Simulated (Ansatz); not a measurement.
**Notes on YPO4**

```xyz
12
Lattice="-3.4111 3.4111 3.0691 3.4111 -3.4111 3.0691 3.4111 3.4111 -3.0691" Properties=species:S:1:pos:R:3 pbc="T T T"
Y     0.0000    0.0000    0.0000
Y     0.0000    3.4111    1.5345
P     0.0000    0.0000    3.0691
P     3.4111    0.0000    1.5345
O     0.0000    1.2075    1.8660
O     2.2036    0.0000    0.3315
O     3.4111    2.2036   -1.2031
O     4.6186    0.0000    0.3315
O     3.4111   -1.2075    2.7376
O     2.2036    3.4111    1.2031
O     3.4111    1.2075    2.7376
O     1.2075    0.0000    4.2722
```

Level: r2SCAN, no spin polarisation; 500 eV; 6×6×6 Γ-centred mesh; fermi-dirac occupations (width 0.1 eV); Ansatz 0.2.0, fixed geometry.

- Electronic structure: The gap is 4.46 eV, indirect (the least direct gap found is 4.62 eV). A semilocal functional usually gives too small a gap.
- Band edges: Within 0.7 eV of the edges, the states project mainly on O p (96 %) below the gap and on P s (35 %), O p (30 %) and O s (14 %) above it.
- Charges: Bader charges in e: Y +2.29, P +3.35, O -1.41. In the mean P gives up most and O takes most.
- Stress: The pressure is -5.4 GPa (compression positive), so with the atoms held at these fractions the cell would first shrink; the forces are large, so a full relaxation may end otherwise. The principal stresses -20.0, 1.9, 1.9 GPa differ, so its shape would change too.
- Forces: The largest is on O6 (and as large on other atoms): 6.07 eV/Å, components (2.90, 0.00, 5.33). It makes 17° with the line to a nearest neighbour, P4 at 1.70 Å, pointing towards it.

Origin: a database entry at a rescaled volume. Caveats: forces this large suggest misplaced atoms in the database entry; atoms or cell far from equilibrium.

It took 4 min on 1 thread of Arm Neoverse N1, with other jobs on the host, peak memory 0.89 GiB, starting from a saved density. The time holds forces, stress, Bader, DOS, bands, ELF.
